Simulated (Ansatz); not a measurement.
SbPt (CsCl type, space group No. 221), PBE in the plane-wave PAW code Ansatz, all energies at zero smearing, with the estimated change up to a 700 eV cutoff added, with one set of potentials and settings (totals compare only within such a set). Cell of 2 atoms (1 Pt, 1 Sb): -19009.422 eV.

```json
[
 {"element": "Pt", "reference phase": "Fm-3m, 1 atoms in the cell", "E (eV/atom)": "-12524.7059"},
 {"element": "Sb", "reference phase": "R-3m, 2 atoms in the cell", "E (eV/atom)": "-6484.5760"}
]
```

Formation energy per atom, worked out: (-19009.422 − 1×(-12524.7059) − 1×(-6484.5760))/2 = -0.070 eV/atom (-7 kJ per mol of atoms), at 0 K, without zero-point energy or fitted corrections.

Space group Pm-3m (CsCl type). The cell is a constructed one: a structure type filled with these elements; neither database checked (COD, Materials Project) lists it. COD files the formula under space group No. 194, so this cell is another polymorph or a model. Its standing as an ambient phase is unchecked. The PBE relaxation kept the symmetry of its start; whether a distortion lowers the energy is not shown. No spin polarisation was allowed. The references are the lowest solids computed at this level, not always the standard phases. Scalar-relativistic: spin–orbit coupling is off unless named, which matters more the heavier the elements.

Potentials: the earlier of the program's two PAW sets.
